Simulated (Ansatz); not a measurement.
**ZrRuP: a fit and a missing row**

ZrRuP, P-62m, a = 6.444 Å, c = 3.811 Å. The structure is a Materials Project entry; whether it is the stable form wasn't checked. Ansatz: r2SCAN, PAW, 500 eV, Γ-centred 6×6×10 mesh on 9 atoms, Gaussian smearing 0.10 eV; no spin polarisation. Shape and atoms are relaxed at each volume; pressure is positive in compression.

| V (Å³/atom) | P (GPa) |
| --- | --- |
| 13.398 | 37.55 |
| 13.855 | 25.73 |
| 14.311 | 15.71 |
| 14.768 | 7.20 |
| 15.225 | -0.02 |
| 15.682 | -6.15 |
| 16.138 | -11.33 |
| 16.747 | ? |

Q: Take V0 = 15.225 Å³/atom, count pressures from its P0 = -0.02 GPa, fit the third-order Birch–Murnaghan form to the other rows, and predict the missing pressure.

A: With the Eulerian strain f = ½[(V0/V)^(2/3) − 1] and y = (P − P0)/[3f(1 + 2f)^(5/2)], the form is the line y = B0 + 1.5 B0 (B0′ − 4) f. Rows (f, y): 0.04448, 227.5; 0.03244, 226.1; 0.02107, 224.5; 0.01026, 223.0; -0.00976, 219.9; -0.01904, 218.2. Means f = 0.01324, y = 223.20; Σ(Δf)² = 0.002986, ΣΔfΔy = 0.4381; the slope is their ratio. y = 221.3 + 146.7 f GPa, so B0 = 221.3 GPa and B0′ = 4 + 2 × (146.7)/(3 × 221.3) = 4.44. At V = 16.747, f = -0.03077, y = 216.79 and P = -17.09 GPa. The run gave -17.02 GPa, so the fit is 0.07 GPa too low, a small miss on the scale of the series. The form still works here, 22 % of the fitted range beyond its end.